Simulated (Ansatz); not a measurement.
**Cs$_{4}$Sb: zone-centre modes**

These are results of DFT PBE, scalar-relativistic, plane waves, PAW (Ansatz), not measurements. Plane waves to 420 eV; Γ-centred k mesh 6×6×6; Fermi-Dirac smearing of 0.15 eV. No spin polarisation. Phonons by linear response, acoustic sum rule imposed.

Equilibrium structure at this level:
```yaml
crystal:
  lattice:
    - [-4.60923, 4.60923, 4.60923]
    - [4.60923, -4.60923, 4.60923]
    - [4.60923, 4.60923, -4.60923]
  atoms:
    - { symbol: Cs, position: [0.50000, 0.50000, 0.50000] }
    - { symbol: Cs, position: [0.00000, 0.00000, 0.50000] }
    - { symbol: Cs, position: [0.00000, 0.50000, 0.00000] }
    - { symbol: Cs, position: [0.50000, 0.00000, 0.00000] }
    - { symbol: Sb, position: [0.00000, 0.00000, 0.00000] }
```

It was reached by relaxing an invented guess, and it needn't be the stable form of this composition. In a metal, frequencies depend on the k mesh and the smearing, soft modes most. Spin–orbit coupling is left out, which matters for heavy elements.

(1) Is this structure stable against zone-centre distortions?

(2) List the optical modes at Γ (i marks imaginary ones).

## Answers

(1) No: 2 of the 12 optical modes are imaginary.

(2)
```
frequency (cm⁻¹)  degeneracy
             14i           2
              25           1
              36           3
              41           3
              60           3
```
